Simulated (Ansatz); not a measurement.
AlN:
```yaml
crystal:
  lattice:
    - [3.13027, 0.00000, 0.00000]
    - [-1.56513, 2.71089, 0.00000]
    - [0.00000, 0.00000, 5.01808]
  atoms:
    - { symbol: Al, position: [0.66667, 0.33333, 0.00337] }
    - { symbol: Al, position: [0.33333, 0.66667, 0.50337] }
    - { symbol: N, position: [0.66667, 0.33333, 0.62183] }
    - { symbol: N, position: [0.33333, 0.66667, 0.12183] }
```

Relaxed with PBE.

Task: Give the optical modes at the zone centre with their infrared and Raman activity from DFPT, DFT-PBE in the program Ansatz with PAW potentials.

Result: Transverse frequencies, without the LO–TO term; a row sums one degenerate level.

```
ω (cm⁻¹)  degeneracy  IR ((D/Å)²/amu)  Raman (Å⁴/amu)  activity  symmetry
--------  ----------  ---------------  --------------  --------  --------
237                2             0.00            0.15     Raman        E2
535                1             0.00               0    silent        B1
594                1            36.17              26  IR+Raman        A1
635                2             0.00              23     Raman        E2
648                2            64.00              12  IR+Raman        E1
705                1             0.00               0    silent        B1
```

Task: How high does the top mode go among those that the LO–TO term moves?

Result: 882 cm⁻¹ for q along x, 882 cm⁻¹ for q along y, 859 cm⁻¹ for q along z.

Space group P6_3mc (wurtzite). The cell was relaxed with PBE under the symmetry of its start; phonons on a q-mesh show no instability.

Potentials: the later of the program's two PAW sets.
